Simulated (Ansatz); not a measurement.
The relaxed structure here is a generated cell of ZrO2: the first start was made by placing the elements on the sites of a structure type, and the end was not matched to a known phase here, so it may be hypothetical. Known forms of ZrO2 include space group No. 14, 137, 225.

A relaxed cell of ZrO2 (P-62m (No. 189)), relaxed on a k-mesh at least as fine as the one used below. Calculation: PBE (plane waves to 420 eV, PAW, scalar-relativistic; Ansatz, a first-principles code). Γ-centred k-mesh 5×5×7 on the run's cell (coarser than for final values), Fermi–Dirac smearing 0.05 eV.

```yaml
crystal:
  lattice:
    - [5.64350, 0.00000, 0.00000]
    - [-2.82175, 4.88741, 0.00000]
    - [0.00000, 0.00000, 3.31435]
  atoms:
    - { symbol: O, position: [0.26120, 0.00000, 0.00000] }
    - { symbol: O, position: [0.00000, 0.26120, 0.00000] }
    - { symbol: O, position: [0.73880, 0.73880, 0.00000] }
    - { symbol: O, position: [0.59640, 0.00000, 0.50000] }
    - { symbol: O, position: [0.00000, 0.59640, 0.50000] }
    - { symbol: O, position: [0.40360, 0.40360, 0.50000] }
    - { symbol: Zr, position: [0.00000, 0.00000, 0.50000] }
    - { symbol: Zr, position: [0.33333, 0.66667, 0.00000] }
    - { symbol: Zr, position: [0.66667, 0.33333, 0.00000] }
```

The atoms are displaced by (Å):

| atom | ux | uy | uz |
|---|---|---|---|
| O1 | 0.139 | 0.022 | -0.082 |
| O2 | -0.180 | 0.039 | 0.027 |
| O3 | 0.034 | -0.011 | 0.172 |
| O4 | 0.114 | 0.134 | -0.066 |
| O5 | -0.038 | 0.019 | -0.014 |
| O6 | -0.093 | 0.029 | -0.037 |
| Zr7 | 0.087 | -0.023 | -0.046 |
| Zr8 | 0.113 | 0.172 | -0.107 |
| Zr9 | -0.034 | -0.068 | 0.009 |

What forces (eV/Å) and pressure result?


```
atom     Fx     Fy     Fz
----  -----  -----  -----
O1    -3.05  -0.56   0.42
O2     4.07  -0.39  -0.71
O3     0.19   0.56  -2.29
O4    -1.35  -1.90   0.79
O5     0.32   1.21   0.38
O6     0.38  -0.21   0.41
Zr7   -1.44   1.24   0.76
Zr8   -1.13  -4.44   0.24
Zr9    1.99   4.48   0.00
```

Pressure +9.2 GPa.

Estimate the energy cost of the displacement in the harmonic approximation and compare with the calculation.

For a harmonic well ΔE = −½ Σ F·u = 1.808 eV a cell, or 201 meV/atom. The calculated energy relative to the undisplaced cell is +202 meV/atom, so the harmonic estimate holds well.

No spin polarisation in the result.

The run that gave the undisplaced cell could not lose the symmetry of its start; a randomly shaken copy of 9 atoms returns to this structure.
